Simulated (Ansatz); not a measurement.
## Lu2Pd2Pb: relaxation (Ansatz)

Run with:

```bash
ansatz run input.yaml --threads 2 --pin off --max-ram 3584MiB --backend cpu --events-out ev --progress --plain --runs-dir out
```

The input file (Ansatz 0.2.0, plane waves):

```yaml
crystal:
  lattice:
    - [7.693003, 0.0, 0.0]
    - [0.0, 7.693003, 0.0]
    - [0.0, 0.0, 3.559901]
  atoms:
    - { symbol: Pd, position: [0.3717, 0.8717, 0.0] }
    - { symbol: Pd, position: [0.1283, 0.3717, 0.0] }
    - { symbol: Pd, position: [0.6283, 0.1283, 0.0] }
    - { symbol: Pd, position: [0.8717, 0.6283, 0.0] }
    - { symbol: Lu, position: [0.1684, 0.6684, 0.5] }
    - { symbol: Lu, position: [0.3316, 0.1684, 0.5] }
    - { symbol: Lu, position: [0.8316, 0.3316, 0.5] }
    - { symbol: Lu, position: [0.6684, 0.8316, 0.5] }
    - { symbol: Pb, position: [0.0, 0.0, 0.0] }
    - { symbol: Pb, position: [0.5, 0.5, 0.0] }
  symmetry: { tolerance: 0.0003 }
kpoints:
  mp_grid: { grid: [4, 4, 9], shift: [0, 0, 0] }
magnetization:
  spin_polarized: false
scf:
  occupations: { method: fermi_dirac }
  lower_state_search: "off"
hamiltonian:
  pseudopotentials: { kind: paw }
  xc: r2scan
basis:
  ecutwfc: 500
  fft_grid_basis: typed
relax:
  max_steps: 40
  cell: { p_target: 20.0 }
  f_tol: 0.03
output:
  forces: true
  stress: true
  eigenvalues: true
  bader: true
  populations: true
  elf: true
  write_potential: true
  volumetric_format: npy
  dos:
    e_range: [-12, 8]
    de: 0.05
    projected: { site_lists: { Lu: [Lu], Pb: [Pb], Pd: [Pd] } }
checkpoint:
  read: saved_state
```

Origin of the cell: a database entry, scaled a little.

The smearing width isn't typed, so it takes its default of 0.1 eV.

The saved state is a converged single point of the same cell.

Steps («new basis» is an SCF on plane waves selected anew at the same cell):

```
step  ΔH (meV/atom)  max force component (eV/Å)  P (GPa)  volume (Å³)  SCF iterations   step was
   1            0.0                       0.095     1.06       210.68               8   accepted
   2         -175.2                       0.227    22.68       181.51               9   accepted
   3         -178.8                       0.065    19.43       184.44               8   accepted
   4         -179.1                       0.032    19.92       183.91               7   accepted
   5         -179.2                       0.002    20.01       183.80               8   accepted
   6         -177.8                       0.002    19.96       183.80               9  new basis
```

Step 1, with forces in eV/Å:

```xyz
10
Lattice="7.693 0.000 0.000 0.000 7.693 0.000 0.000 0.000 3.560" Properties=species:S:1:pos:R:3:forces:R:3 pbc="T T T" step=1
Pd    2.859    6.706    0.000    0.095    0.095    0.000
Pd    0.987    2.859    0.000   -0.095    0.095    0.000
Pd    4.834    0.987    0.000   -0.095   -0.095    0.000
Pd    6.706    4.834    0.000    0.095   -0.095    0.000
Lu    1.296    5.142    1.780    0.008    0.008    0.000
Lu    2.551    1.296    1.780   -0.008    0.008    0.000
Lu    6.398    2.551    1.780   -0.008   -0.008    0.000
Lu    5.142    6.398    1.780    0.008   -0.008    0.000
Pb    0.000    0.000    0.000    0.000    0.000    0.000
Pb    3.847    3.847    0.000    0.000    0.000    0.000
```

Step 2, with forces in eV/Å:

```xyz
10
Lattice="7.325 0.000 0.000 0.000 7.325 0.000 0.000 0.000 3.383" Properties=species:S:1:pos:R:3:forces:R:3 pbc="T T T" step=2
Pd    2.727    6.389    0.000   -0.167   -0.167    0.000
Pd    0.936    2.727    0.000    0.167   -0.167    0.000
Pd    4.599    0.936    0.000    0.167    0.167    0.000
Pd    6.389    4.599    0.000   -0.167    0.167    0.000
Lu    1.235    4.897    1.691    0.227    0.227    0.000
Lu    2.428    1.235    1.691   -0.227    0.227    0.000
Lu    6.091    2.428    1.691   -0.227   -0.227    0.000
Lu    4.897    6.091    1.691    0.227   -0.227    0.000
Pb    0.000    0.000    0.000    0.000    0.000    0.000
Pb    3.663    3.663    0.000    0.000    0.000    0.000
```

Step 3, with forces in eV/Å:

```xyz
10
Lattice="7.400 0.000 0.000 0.000 7.400 0.000 0.000 0.000 3.368" Properties=species:S:1:pos:R:3:forces:R:3 pbc="T T T" step=3
Pd    2.759    6.459    0.000   -0.065   -0.065    0.000
Pd    0.941    2.759    0.000    0.065   -0.065    0.000
Pd    4.641    0.941    0.000    0.065    0.065    0.000
Pd    6.459    4.641    0.000   -0.065    0.065    0.000
Lu    1.262    4.962    1.684    0.064    0.064    0.000
Lu    2.439    1.262    1.684   -0.064    0.064    0.000
Lu    6.139    2.439    1.684   -0.064   -0.064    0.000
Lu    4.962    6.139    1.684    0.064   -0.064    0.000
Pb    0.000    0.000    0.000    0.000    0.000    0.000
Pb    3.700    3.700    0.000    0.000    0.000    0.000
```

Step 4, with forces in eV/Å:

```xyz
10
Lattice="7.396 0.000 0.000 0.000 7.396 0.000 0.000 0.000 3.362" Properties=species:S:1:pos:R:3:forces:R:3 pbc="T T T" step=4
Pd    2.757    6.456    0.000   -0.032   -0.032    0.000
Pd    0.941    2.757    0.000    0.032   -0.032    0.000
Pd    4.639    0.941    0.000    0.032    0.032    0.000
Pd    6.456    4.639    0.000   -0.032    0.032    0.000
Lu    1.264    4.962    1.681    0.029    0.029    0.000
Lu    2.434    1.264    1.681   -0.029    0.029    0.000
Lu    6.132    2.434    1.681   -0.029   -0.029    0.000
Lu    4.962    6.132    1.681    0.029   -0.029    0.000
Pb    0.000    0.000    0.000    0.000    0.000    0.000
Pb    3.698    3.698    0.000    0.000    0.000    0.000
```

Step 6, with forces in eV/Å:

```xyz
10
Lattice="7.391 0.000 0.000 0.000 7.391 0.000 0.000 0.000 3.365" Properties=species:S:1:pos:R:3:forces:R:3 pbc="T T T" step=6
Pd    2.754    6.450    0.000   -0.002   -0.002    0.000
Pd    0.941    2.754    0.000    0.002   -0.002    0.000
Pd    4.637    0.941    0.000    0.002    0.002    0.000
Pd    6.450    4.637    0.000   -0.002    0.002    0.000
Lu    1.265    4.961    1.682    0.000    0.000    0.000
Lu    2.430    1.265    1.682    0.000    0.000    0.000
Lu    6.126    2.430    1.682    0.000    0.000    0.000
Lu    4.961    6.126    1.682    0.000    0.000    0.000
Pb    0.000    0.000    0.000    0.000    0.000    0.000
Pb    3.695    3.695    0.000    0.000    0.000    0.000
```

| Quantity | Value |
| --- | --- |
| Enthalpy lowered by | 177.8 meV/atom |
| Volume change | -12.76 % |
| Final pressure | 19.96 GPa |
| Relaxation steps listed | 6 |
| Gap on the mesh | none (metal) |

Caveats: no spin-orbit coupling, though heavy elements are present; the relaxation held the start's symmetry, so the end may be a saddle point.

Time: 8.2 min on 2 threads of Arm Neoverse V2, on a shared host, peak memory 1.4 GiB, from a saved density.
